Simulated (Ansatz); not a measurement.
# Pb: energy along a strain

Pb, Fm-3m, a = 4.940 Å (as given, not relaxed at this level: -0.2 GPa). Ansatz: PBEsol, PAW, 420 eV, Γ-centred 16×16×16 mesh on 1 atom, Gaussian smearing 0.15 eV; no spin polarisation. Cell vectors (Å): 0.000 2.470 2.470; 2.470 0.000 2.470; 2.470 2.470 0.000. The cell is strained by x per cent times the pattern (1 0 0 0 0 0) in the order xx yy zz yz xz xy (engineering shears), with fractional coordinates held. y is the free energy over the start, V0 = 30.131 Å³/atom.

```tsv
x (%)	y (meV/atom)
-6.00	?
-4.50	10.55
-3.00	4.09
-1.50	0.62
0.00	0.00
1.50	1.87
3.00	5.98
4.50	12.11
5.25	15.82
6.00	19.91
```

**Question.** Fit y = c1 x + c2 x² + c3 x³ to the other rows, get the stiffness along the pattern, and predict the missing energy.

**Answer.** Least squares on the rows shown. y = 0.43915 x + 0.55936 x² − 0.013210 x³. The clamped-ion stiffness p·C·p = 2 × 5.594 eV × 160.2 / 30.131 Å³ = 59 GPa, which is C11 in these axes; c1 is there for the stress left in the start, which by itself gives a slope of 0.45 meV/atom per %. At x = -6.00 the fit asked for gives 20.36 meV/atom. The run gave 19.92 meV/atom, so the fit is 0.44 meV/atom too high, 2.2 % of the span of the series, against an rms of 0.01 meV/atom on the fitted rows. The row lies outside the fitted range. With a term in x⁴ added, a fit to the same known rows predicts 20.32 meV/atom, no real gain.

Spin–orbit coupling is left out, which can shift energies with elements as heavy as these.